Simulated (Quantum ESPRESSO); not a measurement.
GaSi3O7F, finding a planted mistake in a log

A calculation, not a measurement. The program is pw.x of Quantum ESPRESSO 7.5 (plane-wave density functional theory). The cell is made up: 12 atoms on a rutile lattice, with randomly drawn elements, strain and displacements, not relaxed. PseudoDojo standard norm-conserving files (v0.5 for PBE, v0.4.1 for LDA and PBEsol) set the functional; there is no spin polarisation, spin-orbit coupling or dispersion term, and the masses in the input are unused placeholders.

Intended input:

```
&control calculation='scf', pseudo_dir='./dojo.nc.sr.pbe.v0_5.standard.upf', outdir='./o', disk_io='low', tprnfor=.true., tstress=.true. /
&system ibrav=0, nat=12, ntyp=4, nbnd=43, ecutwfc=84.00895049, nosym=.true., tot_charge=0,
 occupations='smearing', smearing='fd', degauss=0.0018374661
/
&electrons conv_thr=7.350e-09, electron_maxstep=60, /
ATOMIC_SPECIES
F 1.0 F.upf
Ga 1.0 Ga.upf
O 1.0 O.upf
Si 1.0 Si.upf
CELL_PARAMETERS angstrom
4.2441 0.0242 -0.0132
0.0242 4.2425 0.0082
-0.0168 0.0104 5.5682
ATOMIC_POSITIONS angstrom
Ga -0.1608 0.0325 0.0664
Si 1.9732 2.0589 1.4317
Si -0.0806 0.1378 2.7496
Si 2.0008 2.0585 4.2394
O 1.3743 1.3078 -0.0487
O 2.9252 2.9596 -0.1296
O 3.3017 0.7443 1.4306
O 0.7507 3.3797 1.3132
O 1.3025 1.284 2.7916
O 2.9611 2.9686 2.7986
F 3.435 0.7904 4.1413
O 0.8303 3.3919 4.1223
K_POINTS automatic
5 5 4 1 1 1
```

The log is shortened where brackets say so; the opening notice, blank lines, dates and the lines on written files are dropped, and the path of the files is cut. It prints rydbergs, bohrs and kilobars, and counts compression as positive stress. Where no state is partly filled, the Fermi energy that it prints is only some level between the filled and the empty states on the mesh, and need not lie in the true gap.

Log of the intended run:

```
     Program PWSCF v.7.5
     Parallel version (MPI & OpenMP), running on       4 processor cores
     Number of MPI processes:                 4
     Threads/MPI process:                     1
     [start-up lines left out]
     bravais-lattice index     =            0
     lattice parameter (alat)  =       8.0204  a.u.
     unit-cell volume          =     676.5487 (a.u.)^3
     number of atoms/cell      =           12
     number of atomic types    =            4
     number of electrons       =        74.00
     number of Kohn-Sham states=           43
     kinetic-energy cutoff     =      84.0090  Ry
     charge density cutoff     =     336.0358  Ry
     scf convergence threshold =      7.3E-09
     mixing beta               =       0.7000
     number of iterations used =            8  plain     mixing
     Exchange-correlation= PBE
                           (   1   4   3   4   0   0   0)
     [axes and pseudopotential details left out]
   Cartesian axes
     site n.     atom                  positions (alat units)
         1        Ga     tau(   1) = (  -0.0378871   0.0076575   0.0156449  )
         2        Si     tau(   2) = (   0.4649180   0.4851103   0.3373318  )
         3        Si     tau(   3) = (  -0.0189907   0.0324679   0.6478504  )
         4        Si     tau(   4) = (   0.4714210   0.4850160   0.9988715  )
         5        O      tau(   5) = (   0.3238074   0.3081389  -0.0114745  )
         6        O      tau(   6) = (   0.6892246   0.6973298  -0.0305359  )
         7        O      tau(   7) = (   0.7779342   0.1753692   0.3370726  )
         8        O      tau(   8) = (   0.1768771   0.7963122   0.3094113  )
         9        O      tau(   9) = (   0.3068902   0.3025313   0.6577463  )
        10        O      tau(  10) = (   0.6976833   0.6994504   0.6593956  )
        11        F      tau(  11) = (   0.8093418   0.1862311   0.9757576  )
        12        O      tau(  12) = (   0.1956322   0.7991867   0.9712808  )
     number of k points=    50  Fermi-Dirac smearing, width (Ry)=  0.0018
                       cart. coord. in units 2pi/alat
        k(    1) = (   0.0997327   0.0992866   0.0953929), wk =   0.0400000
        k(    2) = (   0.1003275   0.0989148   0.2859502), wk =   0.0400000
     [further k points left out]
     Dense  grid:    70437 G-vectors     FFT dimensions: (  48,  48,  64)
     Estimated max dynamical RAM per process >     179.72 MB
     Estimated total dynamical RAM >     667.30 MB
     Initial potential from superposition of free atoms
     starting charge      73.9955, renormalised to      74.0000
     Starting wfcs are   53 randomized atomic wfcs
     total cpu time spent up to now is        4.9 secs
     per-process dynamical memory:   141.0 Mb
     Self-consistent Calculation
     iteration #  1     ecut=    84.01 Ry     beta= 0.70
     Davidson diagonalization with overlap
     ethr =  1.00E-02,  avg # of iterations =  2.9
     total cpu time spent up to now is       14.0 secs
     total energy              =    -458.62156391 Ry
     estimated scf accuracy    <       2.59563915 Ry
     iteration #  2     ecut=    84.01 Ry     beta= 0.70
     Davidson diagonalization with overlap
     ethr =  3.51E-03,  avg # of iterations =  2.1
     total cpu time spent up to now is       22.4 secs
     total energy              =    -459.38895481 Ry
     estimated scf accuracy    <       1.65709047 Ry
     [iterations 3 to 10 left out]
     iteration # 11     ecut=    84.01 Ry     beta= 0.70
     Davidson diagonalization with overlap
     ethr =  4.49E-11,  avg # of iterations =  2.0
     total cpu time spent up to now is      111.1 secs
     total energy              =    -459.69911916 Ry
     estimated scf accuracy    <       0.00000001 Ry
     iteration # 12     ecut=    84.01 Ry     beta= 0.70
     Davidson diagonalization with overlap
     ethr =  1.44E-11,  avg # of iterations =  2.0
     total cpu time spent up to now is      118.5 secs
     End of self-consistent calculation
     [lines on levels left out]
     the Fermi energy is    13.0603 ev
!    total energy              =    -459.69911916 Ry
     estimated scf accuracy    <          1.7E-09 Ry
     smearing contrib. (-TS)   =       0.00000000 Ry
     internal energy E=F+TS    =    -459.69911916 Ry
     The total energy is F=E-TS. E is the sum of the following terms:
     one-electron contribution =    -123.81924163 Ry
     hartree contribution      =     123.08056716 Ry
     xc contribution           =    -122.64910341 Ry
     ewald contribution        =    -336.31134128 Ry
     convergence has been achieved in  12 iterations
     Forces acting on atoms (cartesian axes, Ry/au):
     atom    1 type  2   force =     0.14953244   -0.12385491   -0.05269851
     atom    2 type  4   force =     0.08478966    0.15815318   -0.06095272
     atom    3 type  4   force =     0.11851156   -0.27549947   -0.04244224
     atom    4 type  4   force =    -0.00150595    0.29220151   -0.07143315
     atom    5 type  3   force =    -0.05085167   -0.06449302    0.06387189
     atom    6 type  3   force =    -0.08635662   -0.13744811    0.02712507
     atom    7 type  3   force =    -0.09596025    0.16955882    0.12699429
     atom    8 type  3   force =     0.10152099   -0.06702321    0.16573470
     atom    9 type  3   force =    -0.05661899   -0.04191314    0.03194914
     atom   10 type  3   force =    -0.04490246   -0.06309740   -0.00620413
     atom   11 type  1   force =    -0.09340747    0.12044506   -0.11771388
     atom   12 type  3   force =    -0.02475124    0.03297069   -0.06423046
     Total force =     0.669196     Total SCF correction =     0.000037
     Computing stress (Cartesian axis) and pressure
          total   stress  (Ry/bohr**3)                   (kbar)     P=      168.36
   0.00123918  -0.00018819  -0.00018823          182.29      -27.68      -27.69
  -0.00018819   0.00066083  -0.00027223          -27.68       97.21      -40.05
  -0.00018823  -0.00027223   0.00153336          -27.69      -40.05      225.56
     init_run     :      4.50s CPU      4.74s WALL (       1 calls)
     electrons    :    113.09s CPU    113.66s WALL (       1 calls)
     forces       :      1.42s CPU      1.44s WALL (       1 calls)
     stress       :      5.01s CPU      5.03s WALL (       1 calls)
     [timing details left out]
     PWSCF        :   2m 4.26s CPU   2m 5.15s WALL
     JOB DONE.
```

A second run was made from an input with one planted mistake. Its log:

```
     Program PWSCF v.7.5
     Parallel version (MPI & OpenMP), running on       4 processor cores
     Number of MPI processes:                 4
     Threads/MPI process:                     1
     [start-up lines left out]
     bravais-lattice index     =            0
     lattice parameter (alat)  =       8.0204  a.u.
     unit-cell volume          =     676.5487 (a.u.)^3
     number of atoms/cell      =           12
     number of atomic types    =            4
     number of electrons       =        74.00
     number of Kohn-Sham states=           43
     kinetic-energy cutoff     =      47.8476  Ry
     charge density cutoff     =     191.3905  Ry
     scf convergence threshold =      7.3E-09
     mixing beta               =       0.7000
     number of iterations used =            8  plain     mixing
     Exchange-correlation= PBE
                           (   1   4   3   4   0   0   0)
     [axes and pseudopotential details left out]
   Cartesian axes
     site n.     atom                  positions (alat units)
         1        Ga     tau(   1) = (  -0.0378871   0.0076575   0.0156449  )
         2        Si     tau(   2) = (   0.4649180   0.4851103   0.3373318  )
         3        Si     tau(   3) = (  -0.0189907   0.0324679   0.6478504  )
         4        Si     tau(   4) = (   0.4714210   0.4850160   0.9988715  )
         5        O      tau(   5) = (   0.3238074   0.3081389  -0.0114745  )
         6        O      tau(   6) = (   0.6892246   0.6973298  -0.0305359  )
         7        O      tau(   7) = (   0.7779342   0.1753692   0.3370726  )
         8        O      tau(   8) = (   0.1768771   0.7963122   0.3094113  )
         9        O      tau(   9) = (   0.3068902   0.3025313   0.6577463  )
        10        O      tau(  10) = (   0.6976833   0.6994504   0.6593956  )
        11        F      tau(  11) = (   0.8093418   0.1862311   0.9757576  )
        12        O      tau(  12) = (   0.1956322   0.7991867   0.9712808  )
     number of k points=    50  Fermi-Dirac smearing, width (Ry)=  0.0018
                       cart. coord. in units 2pi/alat
        k(    1) = (   0.0997327   0.0992866   0.0953929), wk =   0.0400000
        k(    2) = (   0.1003275   0.0989148   0.2859502), wk =   0.0400000
     [further k points left out]
     Dense  grid:    30233 G-vectors     FFT dimensions: (  36,  36,  48)
     Estimated max dynamical RAM per process >      79.32 MB
     Estimated total dynamical RAM >     295.13 MB
     Check: negative core charge=   -0.000216
     Initial potential from superposition of free atoms
     starting charge      73.9955, renormalised to      74.0000
     Starting wfcs are   53 randomized atomic wfcs
     total cpu time spent up to now is        3.3 secs
     per-process dynamical memory:    68.3 Mb
     Self-consistent Calculation
     iteration #  1     ecut=    47.85 Ry     beta= 0.70
     Davidson diagonalization with overlap
     ethr =  1.00E-02,  avg # of iterations =  3.0
     total cpu time spent up to now is        8.0 secs
     total energy              =    -457.52290152 Ry
     estimated scf accuracy    <       2.34120628 Ry
     iteration #  2     ecut=    47.85 Ry     beta= 0.70
     Davidson diagonalization with overlap
     ethr =  3.16E-03,  avg # of iterations =  2.1
     total cpu time spent up to now is       11.2 secs
     total energy              =    -458.18968486 Ry
     estimated scf accuracy    <       1.39749240 Ry
     [iterations 3 to 8 left out]
     iteration #  9     ecut=    47.85 Ry     beta= 0.70
     Davidson diagonalization with overlap
     ethr =  2.72E-09,  avg # of iterations =  2.0
     total cpu time spent up to now is       36.5 secs
     total energy              =    -458.45985657 Ry
     estimated scf accuracy    <       0.00000032 Ry
     iteration # 10     ecut=    47.85 Ry     beta= 0.70
     Davidson diagonalization with overlap
     ethr =  4.31E-10,  avg # of iterations =  2.0
     total cpu time spent up to now is       40.1 secs
     End of self-consistent calculation
     [lines on levels left out]
     the Fermi energy is    13.0600 ev
!    total energy              =    -458.45985665 Ry
     estimated scf accuracy    <          7.0E-09 Ry
     smearing contrib. (-TS)   =       0.00000000 Ry
     internal energy E=F+TS    =    -458.45985665 Ry
     The total energy is F=E-TS. E is the sum of the following terms:
     one-electron contribution =    -121.37245680 Ry
     hartree contribution      =     121.34050307 Ry
     xc contribution           =    -122.11656161 Ry
     ewald contribution        =    -336.31134131 Ry
     convergence has been achieved in  10 iterations
     Forces acting on atoms (cartesian axes, Ry/au):
     atom    1 type  2   force =     0.16604396   -0.12425379   -0.06088017
     atom    2 type  4   force =     0.08553249    0.15909555   -0.06099509
     atom    3 type  4   force =     0.11942211   -0.27556419   -0.04180181
     atom    4 type  4   force =    -0.00044063    0.29231471   -0.07284306
     atom    5 type  3   force =    -0.05491327   -0.06751176    0.06489938
     atom    6 type  3   force =    -0.09377742   -0.14643346    0.02906720
     atom    7 type  3   force =    -0.09888235    0.17627053    0.13540526
     atom    8 type  3   force =     0.10740550   -0.07014358    0.17541398
     atom    9 type  3   force =    -0.05585004   -0.04144579    0.03008594
     atom   10 type  3   force =    -0.04853326   -0.06415086   -0.00919567
     atom   11 type  1   force =    -0.09646051    0.12398879   -0.12932106
     atom   12 type  3   force =    -0.02954656    0.03783384   -0.05983489
     Total force =     0.688929     Total SCF correction =     0.000209
     Computing stress (Cartesian axis) and pressure
          total   stress  (Ry/bohr**3)                   (kbar)     P=    -1262.35
  -0.00855539  -0.00020844  -0.00014732        -1258.54      -30.66      -21.67
  -0.00020844  -0.00912005  -0.00029191          -30.66    -1341.61      -42.94
  -0.00014732  -0.00029191  -0.00806840          -21.67      -42.94    -1186.90
     init_run     :      2.50s CPU      2.59s WALL (       1 calls)
     electrons    :     36.56s CPU     36.88s WALL (       1 calls)
     forces       :      0.74s CPU      0.76s WALL (       1 calls)
     stress       :      2.79s CPU      2.80s WALL (       1 calls)
     [timing details left out]
     PWSCF        :     43.26s CPU     43.79s WALL
     JOB DONE.
```

Question: what was wrong in the second input?

Answer: the plane-wave cutoff is too low. The input lines that differ, file-writing options aside:

```
- &system ibrav=0, nat=12, ntyp=4, nbnd=43, ecutwfc=84.00895049, nosym=.true., tot_charge=0,
+ &system ibrav=0, nat=12, ntyp=4, nbnd=43, ecutwfc=47.84761747, nosym=.true., tot_charge=0,
```

|  | intended run | run with the mistake |
| --- | --- | --- |
| free energy (eV) | -6254.525 | -6237.664 |
| smearing term -TS (eV) | 0.0000 | 0.0000 |
| pressure (GPa) | 16.84 | -126.24 |
| largest force component (eV/Å) | 7.513 | 7.516 |
| largest change of a force component (eV/Å) |  | 0.425 |
| iterations | 12 | 10 |

For scale, a rerun of the intended cell at 1437 eV and a 7 x 7 x 6 mesh moved values by no more than 0.004 eV in energy, 0.04 GPa in stress and 0.003 eV/Å in force.